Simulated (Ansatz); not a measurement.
Bi:
Space group R-3m, hexagonal axes (No. 166); a = b = 4.5825 Å, c = 12.1656 Å, α = β = 90.00°, γ = 120.00°

| atom | site | symmetry | x | y | z |
|---|---|---|---|---|---|
| Bi | 6c | 3m | 0.0000 | 0.0000 | 0.2336 |
(The calculation used a cell of 2 atoms; values per cell refer to that cell.)

Relaxed at zero pressure with DFT-PBE in the program Ansatz with PAW potentials.

**Question.** The volume is lowered by 3 % and shape and atoms relax at that volume. What pressure results, and how do the axes share the change?

**Answer.** 0.9 GPa; a -0.5 %, b -0.5 %, c -1.9 %; the energy rises by 3 meV/atom.

**Question.** Give the new structure.

**Answer.** 
Space group R-3m, hexagonal axes (No. 166); a = 4.558 Å, b = 4.558 Å, c = 11.930 Å, α = 90.00°, β = 90.00°, γ = 120.00°

```tsv
atom	site	symmetry	x	y	z
Bi	6c	3m	0.0000	0.0000	0.2353
```

The phase is kept; no other phase was compared at this pressure.

Symmetry was held in the PBE relaxation. Axis ratios of metals converge slowly with the k-mesh, so a and c are less sure than the volume. Scalar-relativistic: spin–orbit coupling is off unless named, which matters more the heavier the elements.

Potentials: the later of the program's two PAW sets.
